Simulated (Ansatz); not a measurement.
ZnH: changing the functional

Symmetry: F-43m, No. 216, cubic system. Conventional cell: a = 4.432 Å, b = 4.432 Å, c = 4.432 Å, α = 90.00°, β = 90.00°, γ = 90.00°. Around Zn (site symmetry -43m) lie 4 H at 1.92 Å. Around H (site symmetry -43m) lie 4 Zn at 1.92 Å.

The cell comes from a database or a generator and needn't be the stable form of this composition.

Kept alike: task band structure; k mesh 10 × 10 × 10; occupations fermi-dirac, width 0.05 eV; no spin polarisation. Program: Ansatz, Ansatz PAW. Cutoffs run from 420 to 500 eV. The mesh is that of the run's cell of 2 atoms. No spin-orbit coupling.

| functional | pressure (GPa) |
| --- | --- |
| BLYP | 5.20 |
| LDA | -5.22 |
| PBE | 0.22 |
| PBEsol | -3.27 |
| RPBE | 2.30 |
| r2SCAN | -2.66 |
| revPBE | 1.72 |

Pressure is positive in compression, with a Pulay correction for the finite cutoff. For a metal such a mesh leaves the last digits unconverged. All rows use potentials made for PBE.

Task: What does the functional change here?

Result: The pressure runs from -5.22 (LDA) to 5.20 GPa (BLYP). From PBE: BLYP +4.98; LDA -5.44; PBEsol -3.49; RPBE +2.08; r2SCAN -2.88; revPBE +1.50. A positive pressure means that the functional's own cell is larger than the one given, a negative one that it is smaller.
